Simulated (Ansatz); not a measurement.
Input:

V (bcc, W type)

```cif
data_V
_chemical_formula_sum 'V1'
_space_group_name_H-M_alt 'P 1'
_space_group_IT_number 1
_cell_length_a 2.58311
_cell_length_b 2.58311
_cell_length_c 2.58311
_cell_angle_alpha 109.471
_cell_angle_beta 109.471
_cell_angle_gamma 109.471
loop_
_space_group_symop_operation_xyz
  'x, y, z'
loop_
_atom_site_label
_atom_site_type_symbol
_atom_site_fract_x
_atom_site_fract_y
_atom_site_fract_z
_atom_site_occupancy
V1 V 0.00000 0.00000 0.00000 1
```

The volume is varied about the relaxed value V₀ at fixed cell shape. Symmetry pins the atoms to their sites.

All values below come from r2SCAN (plane waves to 500 eV, PAW, scalar-relativistic; Ansatz, a program for electronic structure). k mesh 22×22×22 (Γ-centred), Fermi-Dirac smearing 0.05 eV. Energies are smeared free energies. Compression counts positive. V is run without spin polarisation. V was relaxed with its symmetry unable to fall. The zero of ΔE is the relaxed starting cell.

The scan covers V/V₀ from 0.940 to 1.060 in 11 points.

Problem. What bulk modulus B₀ follows from a third-order Birch-Murnaghan fit?

Solution. 193 GPa.

Problem. What is the fitted pressure derivative B₀′?

Solution. 3.7.

(A scan under strain: stresses follow from slopes of the energy per volume, elastic moduli from its curvatures.)
